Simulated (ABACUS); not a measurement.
A self-consistent single point of Zn₃CdSe₄ (P-42m, 8 atoms in the cell; from Materials Project mp-1079034, changed as shown).

```yaml
crystal:
  lattice:
    - [5.79690, 0.00000, 0.00000]
    - [0.00000, 5.73951, 0.00000]
    - [0.00000, 0.00000, 5.73951]
  atoms:
    - { symbol: Zn, position: [0.00000, 0.50000, 0.50000] }
    - { symbol: Zn, position: [0.50000, 0.00000, 0.50000] }
    - { symbol: Zn, position: [0.50000, 0.50000, 0.00000] }
    - { symbol: Cd, position: [0.00000, 0.00000, 0.00000] }
    - { symbol: Se, position: [0.73850, 0.73850, 0.26150] }
    - { symbol: Se, position: [0.73850, 0.26150, 0.73850] }
    - { symbol: Se, position: [0.26150, 0.26150, 0.26150] }
    - { symbol: Se, position: [0.26150, 0.73850, 0.73850] }
```

All values come from this method and carry its errors: PBEsol, PseudoDojo 0.4 standard norm-conserving PBEsol (tails mended) pseudopotentials (plane waves; ABACUS).

ABACUS settings:

* **KPT**: Gamma 2 2 2 0 0 0
* **basis_type**: pw
* **ecutwfc**: 102 Ry
* **smearing_method**: fd
* **smearing_sigma**: 0.00146997 Ry
* **potentials**: PseudoDojo 0.4 standard norm-conserving PBEsol (tails mended)
* **symmetry**: 1
* **symmetry_prec**: 1e-05
* **ks_solver**: dav_subspace
* **scf_nmax**: 100
* **scf_thr**: 1.0e-09 Ry
* **mixing_type**: broyden

Results:

Number of valence electrons: 144
Number of bands: 87
Number of k-points after the program's reduction: 6
Number of plane waves (most at a k-point): 22452
Number of SCF iterations: 9
FFT grid: 72 × 72 × 72
Free energy E − TS: -35009.3916 eV
Top of the valence band (on the code's own zero): 8.25 eV
Gap on the k-point mesh: 0.93 eV
Pressure: -0.21 GPa
Largest force (vector length): 0.011 eV/Å

Forces (eV/Å):
| atom | Fx | Fy | Fz |
|---|---|---|---|
| Zn1 | 0.000 | 0.000 | 0.000 |
| Zn2 | 0.000 | 0.000 | 0.000 |
| Zn3 | 0.000 | 0.000 | 0.000 |
| Cd4 | 0.000 | 0.000 | 0.000 |
| Se5 | 0.009 | 0.005 | -0.005 |
| Se6 | 0.009 | -0.005 | 0.005 |
| Se7 | -0.009 | -0.005 | -0.005 |
| Se8 | -0.009 | 0.005 | 0.005 |

Stress (GPa, positive for compression):
```
-0.42   0.00   0.00
 0.00  -0.10   0.00
 0.00   0.00  -0.10
```

The gap is read on the k-point mesh of the run and can differ from the gap over the whole zone at this level.

For comparison: a first run was changed to give this one (lattice vector a scaled by 1.01), and from it to this one the free energy is nearly the same (within 1 meV/atom), the pressure goes from 0.41 to -0.21 GPa, the largest force goes from 0.004 to 0.011 eV/Å and the gap on the mesh goes from 0.975 to 0.930 eV.

The structure comes from a collection of computed structures, made at another level of theory; the collection holds predicted forms beside known ones. Its lattice was then scaled.

Cost on one core: around 6 core-minutes (rough).

“Tails mended”: in these copies of the files the far tail of each local potential was reset to the Coulomb form.
